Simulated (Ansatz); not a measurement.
One crystal and one scan (frozen-phonon scan) at two levels, r2SCAN (plane waves to 500 eV, PAW, scalar-relativistic; Ansatz, an electronic-structure program) and PBE (plane waves to 420 eV, PAW, scalar-relativistic; Ansatz), each from its own relaxed cell and on its own mesh. The cell shown is that of r2SCAN.

C (diamond)

```xyz
4
Lattice="0.0000 3.5603 3.5603 1.7801 0.0000 1.7801 1.7801 1.7801 0.0000" Properties=species:S:1:pos:R:3 pbc="T T T"
C      1.7801     1.7801     1.7801
C      1.7801     3.5603     3.5603
C      2.6702     2.6702     2.6702
C      2.6702     4.4504     4.4504
```

A phonon eigenvector at L = (0.5, 0.0, 0.0) is frozen into this cell: atom i moves by Q times the vector below, so Q is the largest atomic displacement, in Å. The cell is held. (q is in reciprocal vectors of the primitive cell; the cell shown is doubled to hold the pattern.)

```tsv
atom	x	y	z
C1	-0.577	0.577	0.577
C2	0.577	-0.577	-0.577
C3	0.577	-0.577	-0.577
C4	-0.577	0.577	0.577
```

C was relaxed with its symmetry unable to fall. Percentages come from the unrounded values. Both scans cover Q from -0.100 to 0.100 Å.

Results of r2SCAN:

| Item | Value |
|---|---|
| Lattice constant a (Å) | 3.560 |
| Energy at Q = 0.100 Å (meV/cell) | 1429 |
| Harmonic wavenumber from the curvature (finite differences) (cm⁻¹ (negative: imaginary)) | 1284 |
| Space group of the distorted cell | R-3m (No. 166), lowered from Fd-3m |
| Symmetry of the curve | even: the same for both signs |
| Shape of the curve | a single well with its minimum at or next to zero displacement |

Problem. Estimate the PBE values.

Solution. 
| quantity | PBE | r2SCAN − PBE |
|---|---|---|
| Lattice constant a (Å) | 3.572 | -0.012 (-0.3 %) |
| Energy at Q = 0.100 Å (meV/cell) | 1345 | +84 (+6.2 %) |
| Harmonic wavenumber from the curvature (finite differences) (cm⁻¹ (negative: imaginary)) | 1246 | +38 (+3.0 %) |

r2SCAN gives the higher value for: energy at Q = 0.100 Å; harmonic wavenumber from the curvature. r2SCAN gives the lower value for: lattice constant a. Both give the same space group of the distorted cell: R-3m (No. 166), lowered from Fd-3m. Neither level is exact: the differences show how much the result hangs on the functional.

(For displaced atoms, the force is minus the slope of the energy, and its curvature is a force constant, which sets phonon frequencies.)
